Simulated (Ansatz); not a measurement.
Total density of states per atom from PBE in the plane-wave PAW code Ansatz, in 0.25 eV bins, energy from the valence-band maximum:

```
E (eV) | states/eV/atom
    -7.85 |  0.00
    -7.60 |  0.00
    -7.35 |  0.00
    -7.10 |  0.00
    -6.85 |  0.00
    -6.60 |  0.00
    -6.35 |  0.00
    -6.10 |  0.00
    -5.85 |  0.00
    -5.60 |  0.00
    -5.35 |  0.00
    -5.10 |  0.00
    -4.85 | # 0.03
    -4.60 | ###################### 0.75
    -4.35 | ################### 0.66
    -4.10 | ####### 0.25
    -3.85 | ########################## 0.86
    -3.60 | ########## 0.33
    -3.35 | ############## 0.46
    -3.10 | ################# 0.59
    -2.85 | ######################### 0.84
    -2.60 | ############################## 1.02
    -2.35 | ################ 0.56
    -2.10 | # 0.05
    -1.85 | # 0.04
    -1.60 | ##### 0.16
    -1.35 | ########## 0.34
    -1.10 | #################### 0.69
    -0.85 | ###################### 0.74
    -0.60 | ###################### 0.74
    -0.35 | ########### 0.38
    -0.10 | #### 0.12
     0.15 |  0.00
     0.40 |  0.00
     0.65 |  0.00
     0.90 |  0.00
     1.15 |  0.00
     1.40 |  0.00
     1.65 |  0.00
     1.90 |  0.00
     2.15 |  0.00
     2.40 |  0.00
     2.65 |  0.00
     2.90 | # 0.02
     3.15 | # 0.03
     3.40 | ## 0.05
     3.65 | ### 0.09
     3.90 | ### 0.11
     4.15 | #### 0.12
     4.40 | #### 0.13
     4.65 | ##### 0.16
     4.90 | ####### 0.23
     5.15 | ########## 0.33
     5.40 | ######### 0.32
     5.65 | ## 0.08
     5.90 | ######### 0.31
     6.15 | ################ 0.54
     6.40 | ##################### 0.71
     6.65 | ############ 0.41
     6.90 | ############### 0.52
     7.15 | ####################### 0.76
     7.40 | ########### 0.38
```

Q: Which of these materials gives this?
(A) LiMgBN2, I-4m2 (Li on 2d, Mg on 2c, B on 2b, N on 4e)
(B) Mg2Sn, fluorite or antifluorite type
(C) YN, rock salt
(D) MgO, rock salt

A: A, LiMgBN2, I-4m2 (Li on 2d, Mg on 2c, B on 2b, N on 4e). Top 1 eV of the valence band: N 2p 93 %. Bottom 1 eV of the conduction band: Li 2s 30 %, N 2s 23 %, Mg 3s 13 %, N 2p 7 %, B 2s 6 %, outside the projected shells 20 %. Projections are on Löwdin-orthogonalised atomic valence shells; empty p or d shells of many metals are not among them.

The workflow started from a Materials Project entry (that database holds measured and hypothetical structures alike); the Crystallography Open Database copy checked does not list it. With Li and Mg taken as one species the cell has the higher symmetry I4/mmm, so it may be an ordered model of a mixed-site phase. Whether it is the stable phase at ambient conditions was not checked. The cell was relaxed with PBE under the symmetry of its start; whether a distortion lowers the energy is not shown.

Potentials: the later of the program's two PAW sets.
